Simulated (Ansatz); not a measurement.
Input:

V (bcc, W type)

```cif
data_V
_chemical_formula_sum 'V1'
_space_group_name_H-M_alt 'P 1'
_space_group_IT_number 1
_cell_length_a 2.58487
_cell_length_b 2.58487
_cell_length_c 2.58487
_cell_angle_alpha 109.471
_cell_angle_beta 109.471
_cell_angle_gamma 109.471
loop_
_space_group_symop_operation_xyz
  'x, y, z'
loop_
_atom_site_label
_atom_site_type_symbol
_atom_site_fract_x
_atom_site_fract_y
_atom_site_fract_z
_atom_site_occupancy
V1 V 0.00000 0.00000 0.00000 1
```

E(V) scan at fixed shape, V₀ the volume above. Symmetry pins the atoms to their sites.

Level of theory: r2SCAN (plane waves to 500 eV, PAW, scalar-relativistic; Ansatz, an electronic-structure program). k mesh 22×22×22 (Γ-centred), Fermi-Dirac smearing 0.05 eV. E stands for the smeared free energy. Compression counts positive. The PAW data are Ansatz's earlier set. V is run without spin polarisation. V was relaxed with its symmetry unable to fall. The zero of ΔE is the relaxed starting cell.

The scan covers V/V₀ from 0.940 to 1.060 in 11 points.

Question: What is the fitted pressure derivative B₀′?

Answer: 3.6.

Question: What bulk modulus B₀ follows from a third-order Birch-Murnaghan fit?

Answer: 193 GPa.

(A scan under strain: stresses follow from slopes of the energy per volume, elastic moduli from its curvatures.)
